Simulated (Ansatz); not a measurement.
An elastic tensor (GPa, Voigt order, standard axes) from the program Ansatz at the r²SCAN level (PAW):

```
 180  44.7  26.4   0.0   0.0   0.0
44.7   180  26.4   0.0   0.0   0.0
26.4  26.4   206   0.0   0.0   0.0
 0.0   0.0   0.0  50.9   0.0   0.0
 0.0   0.0   0.0   0.0  50.9   0.0
 0.0   0.0   0.0   0.0   0.0  67.6
```

Task: Pick the material that matches.
(A) SiC, 4H polytype
(B) AlN, wurtzite
(C) Si2Mo, P6_222 (Si on 6j, Mo on 3d)
(D) SiGe, wurtzite

Result: D, SiGe, wurtzite

Space group P6_3mc (wurtzite). The workflow started from a Materials Project entry (that database holds measured and hypothetical structures alike); the Crystallography Open Database copy checked does not list it. Whether it is the stable phase at ambient conditions was not checked. The r²SCAN relaxation kept the symmetry of its start; of distortions, only those at the zone centre were tested.

Potentials: the earlier of the program's two PAW sets.
